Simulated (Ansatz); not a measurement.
InAs (zinc blende)

```xyz
2
Lattice="0.0000 3.0546 3.0546 3.0546 0.0000 3.0546 3.0546 3.0546 0.0000" Properties=species:S:1:pos:R:3 pbc="T T T"
As     4.5818     4.5818     4.5818
In     0.0000     0.0000     0.0000
```

In this cell atom 2 (In, nearest neighbour As at 2.645 Å; its periodic images, 4.3 Å or more away, move with it) is moved by s along Cartesian x, unit vector (1.000, 0.000, 0.000); all other atoms and the cell stay fixed.

Calculation: r2SCAN (plane waves to 500 eV, PAW, scalar-relativistic; Ansatz, an electronic-structure program). k mesh 8×8×8 (Γ-centred), Fermi-Dirac smearing 0.05 eV. The energy includes the smearing's −TS. As the smearing reaches across the gap at some points, energies and forces of such displacements shift with the k mesh and the smearing. InAs was relaxed with its symmetry unable to fall. ΔE is measured from the undisplaced structure.

The scan covers s from -0.790 to 0.790 Å in 11 points.

**Question.** Is this a single well or a double well?

**Answer.** A single well with its minimum at or next to zero displacement.

**Question.** Is the energy the same for equal positive and negative displacements?

**Answer.** Even: the same for both signs. With its periodic images moving along, the atom's site symmetry in this cell is -43m.

**Question.** What force acts on the atom along the line at s = -0.790 Å?

**Answer.** 3.73 eV/Å.

**Question.** What is the energy change at s = 0.790 Å?

**Answer.** 1854 meV/cell.

**Question.** What is the force constant k = d²E/ds² of this move at s = 0?

**Answer.** 7.34 eV/Å².

(A displaced cell: forces are minus the slopes of the energy, force constants its curvatures, and phonons follow from these.)
